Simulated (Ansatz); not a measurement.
SnO:
```cif
data_O4Sn4
_chemical_formula_sum 'O4 Sn4'
_space_group_name_H-M_alt 'F-43m'
_space_group_IT_number 216
_space_group_name_Hall 'F -4 2 3'
_cell_length_a 5.40980
_cell_length_b 5.40980
_cell_length_c 5.40980
_cell_angle_alpha 90.000
_cell_angle_beta 90.000
_cell_angle_gamma 90.000
loop_
_atom_site_label
_atom_site_type_symbol
_atom_site_symmetry_multiplicity
_atom_site_Wyckoff_symbol
_atom_site_fract_x
_atom_site_fract_y
_atom_site_fract_z
_atom_site_occupancy
O1 O 4 d 0.75000 0.75000 0.75000 1
Sn1 Sn 4 a 0.00000 0.00000 0.00000 1
```
(The calculation used a cell of 2 atoms; values per cell refer to that cell.)

This is the r²SCAN-relaxed structure.

Task: All from plane-wave PAW r²SCAN (Ansatz code), unless another level is named. Estimate the electronic character.

Result: metallic (no gap).

Task: Next, the density of states at the Fermi level?

Result: 0.20 states/eV per atom (mean over ±0.08 eV).

Task: Give the formation energy from the elements (no fitted shifts).

Result: -0.70 eV/atom.

Task: Next, the gap with spin–orbit coupling?

Result: none (metallic).

The start of the workflow was typed in or built on a structure type; neither database checked (COD, Materials Project) lists it. It is not the phase usual at ambient conditions (space group No. 129). Symmetry was held in the r²SCAN relaxation. At this level the phase is mechanically unstable. The volume moved by 18 % from the start of the relaxation. The references are the lowest solids computed at this level, not always the standard phases (solids in place of the gases). Scalar-relativistic: spin–orbit coupling is off unless named, which matters more the heavier the elements.

Potentials: the later of the program's two PAW sets.
